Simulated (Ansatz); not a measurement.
Sb:
```xyz
1
Lattice="3.0873 0.0000 0.0000 0.0000 3.0873 0.0000 0.0000 0.0000 3.0873" Properties=species:S:1:pos:R:3 pbc="T T T"
Sb     0.0000     0.0000     0.0000
```

Relaxed with r²SCAN.

Question: Map the electron localisation function on the plane through (0.000, 0.000, 0.000) spanned by u = [1, 0, 0] and v = [0, 1, 0] in lattice vectors, from the program Ansatz at the r²SCAN level (PAW).

Answer: x is the fraction of u, y of v (the angle between them is 90°; rows are the nearest grid lines); atoms in the plane: Sb at (0.00, 0.00).
```
y \ x   0.000  0.0625  0.188  0.250  0.375  0.438  0.562  0.625  0.750  0.812  0.938   1.00
------  -----  ------  -----  -----  -----  -----  -----  -----  -----  -----  -----  -----
1.00    0.185   0.040  0.157  0.317  0.514  0.579  0.579  0.514  0.317  0.157  0.040  0.185
0.938   0.040   0.038  0.182  0.333  0.515  0.573  0.573  0.515  0.333  0.182  0.038  0.040
0.875   0.053   0.069  0.253  0.369  0.517  0.548  0.548  0.517  0.369  0.253  0.069  0.053
0.750   0.317   0.333  0.407  0.442  0.475  0.410  0.410  0.475  0.442  0.407  0.333  0.317
0.688   0.426   0.430  0.461  0.479  0.393  0.297  0.297  0.393  0.479  0.461  0.430  0.426
0.625   0.514   0.515  0.510  0.475  0.278  0.186  0.186  0.278  0.475  0.510  0.515  0.514
0.562   0.579   0.573  0.496  0.410  0.186  0.114  0.114  0.186  0.410  0.496  0.573  0.579
0.438   0.579   0.573  0.496  0.410  0.186  0.114  0.114  0.186  0.410  0.496  0.573  0.579
0.375   0.514   0.515  0.510  0.475  0.278  0.186  0.186  0.278  0.475  0.510  0.515  0.514
0.312   0.426   0.430  0.461  0.479  0.393  0.297  0.297  0.393  0.479  0.461  0.430  0.426
0.250   0.317   0.333  0.407  0.442  0.475  0.410  0.410  0.475  0.442  0.407  0.333  0.317
0.125   0.053   0.069  0.253  0.369  0.517  0.548  0.548  0.517  0.369  0.253  0.069  0.053
0.0625  0.040   0.038  0.182  0.333  0.515  0.573  0.573  0.515  0.333  0.182  0.038  0.040
0.000   0.185   0.040  0.157  0.317  0.514  0.579  0.579  0.514  0.317  0.157  0.040  0.185
```

The density is the valence pseudo-density with augmentation charge, so density and ELF within about 1 Å of a nucleus are not all-electron values.

Space group Pm-3m (simple cubic). The workflow started from a Materials Project entry (that database holds measured and hypothetical structures alike); the Crystallography Open Database files this formula in space group No. 221, but the cells were not matched. It is not the phase usual at ambient conditions (space group No. 166). Symmetry was held in the r²SCAN relaxation; whether a distortion lowers the energy is not shown. Spin–orbit coupling is left out wherever it is not named.

Potentials: the earlier of the program's two PAW sets.
